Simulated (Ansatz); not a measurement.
A relaxed cell of P is given with its symmetry left out. The cell was found from a structure generator's guess, not taken from experiment.

Theory: DFT PBE, scalar-relativistic, plane waves, PAW in Ansatz. Cutoff 420 eV, Γ-centred mesh, Gaussian smearing, no spin polarisation.

Only a and b repeat, and vacuum parts the sheet from its images along c.

```cif
data_structure
_symmetry_space_group_name_H-M 'P 1'
_symmetry_Int_Tables_number 1
_cell_length_a 5.2726
_cell_length_b 5.2726
_cell_length_c 23.8000
_cell_angle_alpha 90.000
_cell_angle_beta 90.000
_cell_angle_gamma 120.000
_cell_volume 572.99
loop_
_atom_site_label
_atom_site_type_symbol
_atom_site_fract_x
_atom_site_fract_y
_atom_site_fract_z
_atom_site_occupancy
P1 P 0.53080 0.46920 0.29412 1
P2 P 0.53080 0.06160 0.29412 1
P3 P 0.93840 0.46920 0.29412 1
```

Energies count from the standard state of P at the same level. The references include black phosphorus.

Question: What layer group does it have?

Answer: p-6m2 (No. 78). In-plane cell: a = 5.273 Å, b = 5.273 Å, γ = 120.0°, thickness 0.00 Å between the outermost nuclei. P at height 0.00 Å has 2 P at 2.15 Å.

Question: How far does it lie from the standard state of P?

Answer: +0.73 eV/atom. It lies above the standard state, so it could only be metastable.

Question: Is it a metal?

Answer: Yes, bands cross the Fermi level on the 12×12×1 mesh.

The last run used a 12×12×1 mesh for its 3-atom cell and Gaussian smearing of 0.10 eV. No dispersion correction is applied, so the spacing and binding between layers, chains or molecules are poorly described. The reference form of P is held partly by dispersion forces, which this level lacks. A structure relaxed within its symmetry needn't be a true minimum.
